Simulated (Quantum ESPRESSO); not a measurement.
## Band energies of NaRhS2O8

```xyz
12
Lattice="3.9863 -2.6170 0.0000 3.9863 2.6170 0.0000 -0.3571 0.0000 7.2091" Properties=species:S:1:pos:R:3 pbc="T T T"
O      2.1212     0.0000     2.8063
O      5.4944     0.0000     4.4028
O      3.7453     1.2266     1.5210
O      3.8702    -1.2266     5.6881
O      3.8702     1.2266     5.6881
O      3.7453    -1.2266     1.5210
O      2.0280     0.0000     0.3042
O      5.5875     0.0000     6.9049
Na    -0.1786     0.0000     3.6045
S      2.8432     0.0000     1.5525
S      4.7723     0.0000     5.6566
Rh     0.0000     0.0000     0.0000
```

LDA (Quantum ESPRESSO, PseudoDojo norm-conserving, 88 Ry, scalar-relativistic); path ΓYFLI,I1ZF1,YX1,XΓN,MΓ; energies in eV from the valence-band maximum.

```
k (1/Å)  point  band 39  band 40  band 41  band 42  band 43  band 44  band 45  band 46
-------  -----  -------  -------  -------  -------  -------  -------  -------  -------
0.00         Γ    -1.46    -1.34    -1.01    -0.46    -0.45     1.21     1.93     4.48
0.19              -1.45    -1.36    -0.99    -0.48    -0.37     1.22     1.94     4.72
0.57              -1.58    -1.40    -1.01    -0.66    -0.15     1.33     1.95     6.05
0.96              -1.61    -1.34    -1.17    -0.76    -0.09     1.59     1.98     6.49
1.15         Y    -1.66    -1.33    -1.20    -0.76    -0.08     1.64     1.99     6.53
1.34              -1.65    -1.34    -1.17    -0.75    -0.08     1.58     1.99     6.32
1.72         F    -1.61    -1.38    -1.01    -0.64    -0.16     1.31     1.96     5.83
2.10              -1.65    -1.33    -1.11    -0.71    -0.10     1.48     1.98     5.96
2.28              -1.62    -1.34    -1.15    -0.74    -0.09     1.56     1.98     6.37
2.66         L    -1.48    -1.44    -1.21    -0.80    -0.09     1.62     1.97     6.64
2.66         I    -1.95    -1.62    -0.92    -0.21    -0.18     1.44     1.72     7.10
3.90        I1    -1.95    -1.62    -0.92    -0.21    -0.18     1.44     1.72     7.10
4.33              -2.03    -1.52    -0.64    -0.48    -0.08     1.28     1.53     6.37
4.75         Z    -1.41    -1.38    -0.98    -0.43    -0.39     1.21     1.94     5.51
5.09              -1.59    -1.39    -0.99    -0.62    -0.18     1.29     1.95     5.98
5.27              -1.52    -1.45    -1.09    -0.73    -0.11     1.45     1.96     6.36
5.61              -1.51    -1.43    -1.20    -0.79    -0.09     1.61     1.97     6.60
5.96        F1    -1.61    -1.38    -1.01    -0.64    -0.16     1.31     1.96     5.83
5.96         Y    -1.66    -1.33    -1.20    -0.76    -0.08     1.64     1.99     6.53
6.01        X1    -1.69    -1.33    -1.19    -0.74    -0.08     1.64     1.98     6.55
6.01         X    -1.69    -1.33    -1.19    -0.74    -0.08     1.64     1.98     6.55
6.20              -1.83    -1.43    -1.04    -0.41    -0.14     1.67     1.69     6.77
6.58              -2.09    -1.63    -0.73    -0.41    -0.03     1.15     1.66     6.17
6.77              -1.91    -1.55    -0.69    -0.50    -0.12     1.36     1.50     5.38
7.16         Γ    -1.46    -1.34    -1.01    -0.46    -0.45     1.21     1.93     4.48
7.49              -1.81    -1.44    -0.77    -0.44    -0.28     1.36     1.64     5.19
7.82              -1.83    -1.57    -0.75    -0.42    -0.05     1.16     1.69     6.52
7.99         N    -1.81    -1.58    -0.76    -0.42     0.00     1.09     1.76     6.89
7.99         M    -1.77    -1.58    -0.78    -0.43    -0.03     1.08     1.75     6.30
8.34              -1.81    -1.54    -0.75    -0.43    -0.21     1.41     1.54     5.26
8.70         Γ    -1.46    -1.34    -1.01    -0.46    -0.45     1.21     1.93     4.48
```

The LDA gap is 1.08 eV and nearly direct: the edges lie at N and M, the smallest direct gap within 0.02 eV of it. Another valence extremum on the path lies within 0.02 eV, too close to call.

Spin-orbit splittings are left out.

Geometry of the Materials Project entry, not relaxed at this level.

The structure is a Materials Project entry; no match was found in the copy of COD used, and its stability was not checked.
